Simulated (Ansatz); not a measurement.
Equation of state of CoO under PBE

```cif
data_structure
_symmetry_space_group_name_H-M 'Fm-3m'
_symmetry_Int_Tables_number 225
_cell_length_a 4.2630
_cell_length_b 4.2630
_cell_length_c 4.2630
_cell_angle_alpha 90.000
_cell_angle_beta 90.000
_cell_angle_gamma 90.000
_cell_volume 77.47
loop_
_atom_site_label
_atom_site_type_symbol
_atom_site_symmetry_multiplicity
_atom_site_Wyckoff_symbol
_atom_site_fract_x
_atom_site_fract_y
_atom_site_fract_z
_atom_site_occupancy
Co1 Co 4 a 0.00000 0.00000 0.00000 1
O1 O 4 b 0.50000 0.00000 0.00000 1
```

The cell was scaled at fixed shape and fractions and run with Ansatz, Ansatz PAW (earlier soft set), cutoff 420 eV; PBE, k mesh 11 × 11 × 11 on the cell of 2 atoms, fermi-dirac occupations of 0.05 eV, collinear spin, ferromagnetic start, no spin-orbit coupling. Energies are those that the program minimises, any entropy of the smearing included. For a metal such a mesh isn't converged to the digits shown. The magnetic state is the one that the start led to, which needn't be the lowest.

```tsv
V (Å³/atom)	energy over the lowest row (meV/atom)
9.1030	13.051
9.2967	4.163
9.4904	0.000
9.6841	?
9.8777	4.205
10.0714	11.968
10.2651	23.192
```

Q: Fit the third-order Birch-Murnaghan form, give V0, B0 and B′, and predict the energy left open.

A: With y = (V0/V)^(2/3), E = E0 + (9 V0 B0/16) [(y - 1)³ B′ + (y - 1)² (6 - 4y)]. Least squares through the rows shown give V0 = 9.5813 Å³/atom, E0 = -0.479 meV, B0 = 170.0 GPa (1 eV/Å³ = 160.218 GPa) and B′ = 2.86, with a largest miss of 0.019 meV. At V = 9.6841 the form with these constants gives 0.098 meV; the run gave 0.094 meV an atom.
